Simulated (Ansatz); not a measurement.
# A crystal of cell content C3H12BN at more than one level of theory

Plane-wave PAW calculations in Ansatz, scalar-relativistic unless spin-orbit coupling is named; Γ-centred meshes, relaxations with the symmetry kept. Pressure is positive in compression. No spin polarisation at the first level.

Plane waves to 420 eV, a k mesh through Γ of 6×6×6 on the computed 17-atom cell and Gaussian smearing (0.02 eV); no spin polarisation.

Structure relaxed with PBE+D3(BJ):

```
B H C N
1.0
     4.49094    2.59285    1.92779
    -4.49094    2.59285    1.92779
     0.00000   -5.18569    1.92779
B H C N
1 12 3 1
Direct
  0.92273 0.92273 0.92273
  0.27511 0.54342 0.27511
  0.27511 0.27511 0.54342
  0.54342 0.27511 0.27511
  0.39685 0.86386 0.59572
  0.59572 0.39685 0.86386
  0.86386 0.59572 0.39685
  0.59572 0.86386 0.39685
  0.86386 0.39685 0.59572
  0.39685 0.59572 0.86386
  0.05947 0.05947 0.83415
  0.83415 0.05947 0.05947
  0.05947 0.83415 0.05947
  0.46451 0.73382 0.46451
  0.46451 0.46451 0.73382
  0.73382 0.46451 0.46451
  0.64323 0.64323 0.64323
```

| level | cell | cutoff (eV) | k mesh | primitive cell | V (Å³/atom) | P (GPa; residual where relaxed) | gap on mesh (eV) |
| --- | --- | --- | --- | --- | --- | --- | --- |
| PBE+D3(BJ) | relaxed | 420 | 6×6×6 | a = 5.53 Å, b = 5.53 Å, c = 5.53 Å, α = 108.53°, β = 108.53°, γ = 108.53° | 7.9 | -0.03 | 6.41 |
| r2SCAN | relaxed | 500 | 6×6×6 | a = 5.58 Å, b = 5.58 Å, c = 5.58 Å, α = 108.45°, β = 108.45°, γ = 108.45° | 8.2 | 0.01 | 6.83 |

The start is a cell measured at 150 K (doi:10.1021/ja807545p), with 8.25 Å³ an atom; a static calculation leaves out thermal expansion, so the difference isn't the functional's error alone.

Cost: 2 runs of about 1.8 core-minutes in all, on Intel Xeon 6975P-C (Granite Rapids) (shared hosts).